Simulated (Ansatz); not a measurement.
KI:
Space group Fm-3m (No. 225); a = 7.0070 Å, b = 7.0070 Å, c = 7.0070 Å, α = 90.00°, β = 90.00°, γ = 90.00°

```
atom  site  symmetry       x       y       z
----  ----  --------  ------  ------  ------
K       4a      m-3m  0.0000  0.0000  0.0000
I       4b      m-3m  0.5000  0.5000  0.5000
```
(The calculation used a cell of 2 atoms; values per cell refer to that cell.)

Relaxed with PBEsol.

Problem. Which orbitals make up the states near the band edges in PBEsol (plane waves, PAW; program Ansatz)?

Solution. Top 1 eV of the valence band: I 5p 97 %. Bottom 1 eV of the conduction band: K 4s 72 %, I 5s 14 %, I 5p 7 %, outside the projected shells 7 %. Projections are on Löwdin-orthogonalised atomic valence shells; empty p or d shells of many metals are not among them.

Problem. Tabulate the density of states.

Solution. States/eV per cell of 2 atoms, in 0.25 eV bins, energy from the valence-band maximum.

```csv
E (eV),total,I 5p,K 4s,I 5s
-7.85,0.00,0.00,0.00,0.00
-7.60,0.00,0.00,0.00,0.00
-7.35,0.00,0.00,0.00,0.00
-7.10,0.00,0.00,0.00,0.00
-6.85,0.00,0.00,0.00,0.00
-6.60,0.00,0.00,0.00,0.00
-6.35,0.00,0.00,0.00,0.00
-6.10,0.00,0.00,0.00,0.00
-5.85,0.00,0.00,0.00,0.00
-5.60,0.00,0.00,0.00,0.00
-5.35,0.00,0.00,0.00,0.00
-5.10,0.00,0.00,0.00,0.00
-4.85,0.00,0.00,0.00,0.00
-4.60,0.00,0.00,0.00,0.00
-4.35,0.00,0.00,0.00,0.00
-4.10,0.00,0.00,0.00,0.00
-3.85,0.00,0.00,0.00,0.00
-3.60,0.00,0.00,0.00,0.00
-3.35,0.00,0.00,0.00,0.00
-3.10,0.00,0.00,0.00,0.00
-2.85,0.00,0.00,0.00,0.00
-2.60,0.00,0.00,0.00,0.00
-2.35,0.00,0.00,0.00,0.00
-2.10,0.00,0.00,0.00,0.00
-1.85,0.00,0.00,0.00,0.00
-1.60,0.00,0.00,0.00,0.00
-1.35,0.70,0.58,0.12,0.00
-1.10,5.10,4.49,0.53,0.02
-0.85,1.98,1.80,0.13,0.01
-0.60,4.55,4.41,0.06,0.00
-0.35,9.92,9.76,0.02,0.00
-0.10,1.75,1.73,0.00,0.00
0.15,0.00,0.00,0.00,0.00
0.40,0.00,0.00,0.00,0.00
0.65,0.00,0.00,0.00,0.00
0.90,0.00,0.00,0.00,0.00
1.15,0.00,0.00,0.00,0.00
1.40,0.00,0.00,0.00,0.00
1.65,0.00,0.00,0.00,0.00
1.90,0.00,0.00,0.00,0.00
2.15,0.00,0.00,0.00,0.00
2.40,0.00,0.00,0.00,0.00
2.65,0.00,0.00,0.00,0.00
2.90,0.00,0.00,0.00,0.00
3.15,0.00,0.00,0.00,0.00
3.40,0.00,0.00,0.00,0.00
3.65,0.00,0.00,0.00,0.00
3.90,0.00,0.00,0.00,0.00
4.15,0.06,0.00,0.05,0.01
4.40,0.11,0.01,0.08,0.02
4.65,0.18,0.01,0.13,0.02
4.90,0.45,0.02,0.19,0.03
5.15,1.03,0.04,0.30,0.04
5.40,1.91,0.06,0.45,0.05
5.65,2.33,0.06,0.38,0.03
5.90,2.51,0.06,0.59,0.03
6.15,2.17,0.07,0.59,0.03
6.40,1.64,0.08,0.72,0.03
6.65,2.03,0.08,0.57,0.01
6.90,2.38,0.08,0.51,0.01
7.15,2.70,0.08,0.47,0.01
7.40,3.63,0.06,0.30,0.00
7.65,2.98,0.04,0.17,0.00
7.90,2.64,0.03,0.09,0.00
8.15,3.89,0.02,0.03,0.00
8.40,4.20,0.02,0.02,0.00
8.65,5.52,0.02,0.02,0.00
```

Symmetry was held in the PBEsol relaxation. Spin–orbit coupling is left out wherever it is not named.

Potentials: the later of the program's two PAW sets.
